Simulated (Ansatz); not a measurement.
Cd3Se2S: relaxed-ion elastic tensor

Theory: DFT PBE, scalar-relativistic, plane waves, PAW (Ansatz). Cutoff 420 eV, 12×12×4 k-points (Γ-centred), fixed occupations. No spin polarisation.

Relaxed structure:
```xyz
6
Lattice="4.3156 0.0000 0.0000 -2.1578 3.7374 0.0000 0.0000 0.0000 10.5861" Properties=species:S:1:pos:R:3 pbc="T T T"
Cd    0.0000    2.4916    0.0031
Cd    2.1578    1.2458    6.9639
Cd    0.0000    0.0000    3.6249
Se    2.1578    1.2458    9.6474
Se    0.0000    2.4916    2.6802
S     0.0000    0.0000    6.1923
```

It was reached by relaxing an invented guess, and it needn't be the stable form of this composition.

Q: Give the relaxed-ion elastic constants (GPa, Voigt order xx yy zz yz xz xy, on the Cartesian axes of the cell above).

A:
C11 = 72.9, C12 = 36.3, C13 = 32.0, C14 = 6.5, C22 = 72.9, C23 = 32.0, C24 = -6.5, C33 = 78.4, C44 = 13.6, C55 = 13.6, C56 = 6.5, C66 = 18.3 GPa; the others vanish.

Q: Is the crystal stable against homogeneous strain?

A: Yes: the least eigenvalue of the tensor is 9.0 GPa.

Q: And the moduli of a polycrystal (Hill averages)?

A: B = 47 GPa, G = 16 GPa, E = 43 GPa, ν = 0.35.
